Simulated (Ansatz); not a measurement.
The cell below belongs to a search over invented structures; it isn't taken from experiment.

Input and command of a plane-wave DFT calculation in Ansatz:

```yaml
crystal:
  lattice:
    - [-2.975, 3.075, 4.35]
    - [2.975, -3.075, 4.35]
    - [2.975, 3.075, -4.35]
  atoms:
    - { symbol: Ga, position: [0.875, 0.125, 0.75] }
    - { symbol: Ga, position: [0.0, 0.0, 0.5] }
    - { symbol: Ga, position: [0.125, 0.875, 0.25] }
    - { symbol: Ga, position: [0.0, 0.5, 0.0] }
    - { symbol: Ga, position: [0.0, 0.5, 0.5] }
    - { symbol: Ga, position: [0.5, 0.5, 0.0] }
    - { symbol: O, position: [0.26, 0.74, 0.98] }
    - { symbol: O, position: [0.26, 0.28, 0.52] }
    - { symbol: O, position: [0.74, 0.26, 0.02] }
    - { symbol: O, position: [0.74, 0.72, 0.48] }
    - { symbol: O, position: [0.26, 0.74, 0.52] }
    - { symbol: O, position: [0.28, 0.26, 0.02] }
    - { symbol: O, position: [0.74, 0.26, 0.48] }
    - { symbol: O, position: [0.72, 0.74, 0.98] }
basis:
  ecutwfc: 420
kpoints:
  mp_grid: { grid: [4, 4, 4] }
hamiltonian:
  xc: pbe
scf:
  occupations: { method: gaussian, width: 0.2 }
  lower_state_search: "off"
output:
  forces: true
  stress: true
  eigenvalues: true
relax:
  adjacent_minimum: "off"
  f_tol: 0.08
  max_steps: 16
  cell: { stress_tol: 0.8 }
```

```bash
ansatz run input.yaml --threads 1 --pin off --max-ram 2560MiB --backend cpu --events-out ev --progress --plain --runs-dir out
```

Processor: Intel(R) Xeon(R) 6975P-C (Granite Rapids), 1 thread, on a host shared with other jobs.

Task: How long does it run, and how much memory does it take?

Result: About 2.1 min, peak memory 0.62 GiB. It solves 77 bands at 18 k points (after reduction by symmetry) with about 3119 plane waves (on the last cell), in 114 SCF iterations over 15 ionic steps.
